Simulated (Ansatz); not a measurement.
# Calculated with Ansatz: Zr₃Au, relaxation

Input:

```yaml
crystal:
  lattice:
    - [5.55243516, 0.0, 0.0]
    - [0.0, 5.55243516, 0.0]
    - [0.0, 0.0, 5.55243516]
  atoms:
    - { symbol: Au, position: [0.0, 0.0, 0.0] }
    - { symbol: Au, position: [0.5, 0.5, 0.5] }
    - { symbol: Zr, position: [0.25, 0.0, 0.5] }
    - { symbol: Zr, position: [0.5, 0.75, 0.0] }
    - { symbol: Zr, position: [0.75, 0.0, 0.5] }
    - { symbol: Zr, position: [0.5, 0.25, 0.0] }
    - { symbol: Zr, position: [0.0, 0.5, 0.75] }
    - { symbol: Zr, position: [0.0, 0.5, 0.25] }
  symmetry: { tolerance: 0.0003 }
kpoints:
  mp_grid: { grid: [6, 6, 6], shift: [0, 0, 0] }
magnetization:
  spin_polarized: false
scf:
  occupations: { method: fermi_dirac }
  lower_state_search: "off"
hamiltonian:
  pseudopotentials: { kind: paw }
  xc: r2scan
basis:
  ecutwfc: 500
  fft_grid_basis: typed
relax:
  max_steps: 80
  cell: { p_target: 0.0 }
  f_tol: 0.03
output:
  forces: true
  stress: true
  eigenvalues: true
  bader: true
  populations: true
  elf: true
  write_potential: true
  volumetric_format: npy
  dos:
    e_range: [-12, 8]
    de: 0.05
    projected: { site_lists: { Au: [Au], Zr: [Zr] } }
  write_density: true
checkpoint:
  read: saved_state
```

Run with:

```bash
ansatz run input.yaml --threads 2 --pin off --max-ram 2560MiB --backend cpu --events-out ev --progress --plain --runs-dir out
```

Origin of the cell: a database entry, scaled a little.

The smearing width isn't typed, so it takes its default of 0.1 eV.

The saved state is a converged single point of the same cell.

Steps («new basis» is an SCF on plane waves selected anew at the same cell):

```tsv
step	ΔF (meV/atom)	max force component (eV/Å)	P (GPa)	volume (Å³)	SCF iterations	step was
1	0.0	0.000	-2.77	171.18	7	accepted
2	15.0	0.000	6.73	159.16	6	rejected
3	-4.6	0.000	-0.22	167.49	10	accepted
4	-4.7	0.000	0.01	167.18	5	accepted
5	-4.4	0.000	0.00	167.18	5	new basis
```

Step 1, with forces in eV/Å:

```xyz
8
Lattice="5.552 0.000 0.000 0.000 5.552 0.000 0.000 0.000 5.552" Properties=species:S:1:pos:R:3:forces:R:3 pbc="T T T" step=1
Au    0.000    0.000    0.000    0.000    0.000    0.000
Au    2.776    2.776    2.776    0.000    0.000    0.000
Zr    1.388    0.000    2.776    0.000    0.000    0.000
Zr    2.776    4.164    0.000    0.000    0.000    0.000
Zr    4.164    0.000    2.776    0.000    0.000    0.000
Zr    2.776    1.388    0.000    0.000    0.000    0.000
Zr    0.000    2.776    4.164    0.000    0.000    0.000
Zr    0.000    2.776    1.388    0.000    0.000    0.000
```

Step 3, with forces in eV/Å:

```xyz
8
Lattice="5.512 0.000 0.000 0.000 5.512 0.000 0.000 0.000 5.512" Properties=species:S:1:pos:R:3:forces:R:3 pbc="T T T" step=3
Au    0.000    0.000    0.000    0.000    0.000    0.000
Au    2.756    2.756    2.756    0.000    0.000    0.000
Zr    1.378    0.000    2.756    0.000    0.000    0.000
Zr    2.756    4.134    0.000    0.000    0.000    0.000
Zr    4.134    0.000    2.756    0.000    0.000    0.000
Zr    2.756    1.378    0.000    0.000    0.000    0.000
Zr    0.000    2.756    4.134    0.000    0.000    0.000
Zr    0.000    2.756    1.378    0.000    0.000    0.000
```

Step 5, with forces in eV/Å:

```xyz
8
Lattice="5.509 0.000 0.000 0.000 5.509 0.000 0.000 0.000 5.509" Properties=species:S:1:pos:R:3:forces:R:3 pbc="T T T" step=5
Au    0.000    0.000    0.000    0.000    0.000    0.000
Au    2.754    2.754    2.754    0.000    0.000    0.000
Zr    1.377    0.000    2.754    0.000    0.000    0.000
Zr    2.754    4.132    0.000    0.000    0.000    0.000
Zr    4.132    0.000    2.754    0.000    0.000    0.000
Zr    2.754    1.377    0.000    0.000    0.000    0.000
Zr    0.000    2.754    4.132    0.000    0.000    0.000
Zr    0.000    2.754    1.377    0.000    0.000    0.000
```

| Property | Result |
| --- | --- |
| Free energy lowered by | 4.4 meV/atom |
| Volume change | -2.34 % |
| Final pressure | 0.00 GPa |
| Relaxation steps listed | 5 |
| Formation energy (elements under the same functional, gases as molecules, uncorrected) | -0.384 eV/atom |

Caveats: no moments, though an odd count or open d shells may carry them; no spin-orbit coupling, though heavy elements are present; the relaxation held the start's symmetry, so the end may be a saddle point.

It ran for 140 s of wall time on 2 CPU thread(s) of a shared host, from a saved density.
